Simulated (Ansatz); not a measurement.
GeSb2Te4:
Space group R-3m, hexagonal axes (No. 166); a = b = 4.2621 Å, c = 41.6132 Å, α = β = 90.00°, γ = 120.00°

```json
[
 {"atom": "Ge", "site": "3a", "symmetry": "-3m", "x": "0.0000", "y": "0.0000", "z": "0.0000"},
 {"atom": "Sb", "site": "6c", "symmetry": "3m", "x": "0.0000", "y": "0.0000", "z": "0.4220"},
 {"atom": "Te", "site": "6c", "symmetry": "3m", "x": "0.0000", "y": "0.0000", "z": "0.1295"},
 {"atom": "Te", "site": "6c", "symmetry": "3m", "x": "0.0000", "y": "0.0000", "z": "0.2930"}
]
```
(The calculation used a cell of 7 atoms; values per cell refer to that cell.)

Relaxed at zero pressure with the program Ansatz at the r²SCAN+D4 level (PAW).

Question: The volume is lowered by 3 % and shape and atoms relax at that volume. What pressure results, and how do the axes share the change?

Answer: 1.1 GPa; a -0.6 %, b -0.6 %, c -1.8 %; the energy rises by 3 meV/atom.

Question: Give the new structure.

Answer: 
Space group R-3m, hexagonal axes (No. 166); a = 4.2353 Å, b = 4.2353 Å, c = 40.8768 Å, α = 90.00°, β = 90.00°, γ = 120.00°

```json
[
 {"atom": "Ge", "site": "3a", "symmetry": "-3m", "x": "0.0000", "y": "0.0000", "z": "0.0000"},
 {"atom": "Sb", "site": "6c", "symmetry": "3m", "x": "0.0000", "y": "0.0000", "z": "0.4230"},
 {"atom": "Te", "site": "6c", "symmetry": "3m", "x": "0.0000", "y": "0.0000", "z": "0.1313"},
 {"atom": "Te", "site": "6c", "symmetry": "3m", "x": "0.0000", "y": "0.0000", "z": "0.2925"}
]
```

The phase is kept; no other phase was compared at this pressure.

Symmetry was held in the r²SCAN+D4 relaxation. Scalar-relativistic: spin–orbit coupling is off unless named, which matters more the heavier the elements.

Potentials: the later of the program's two PAW sets.
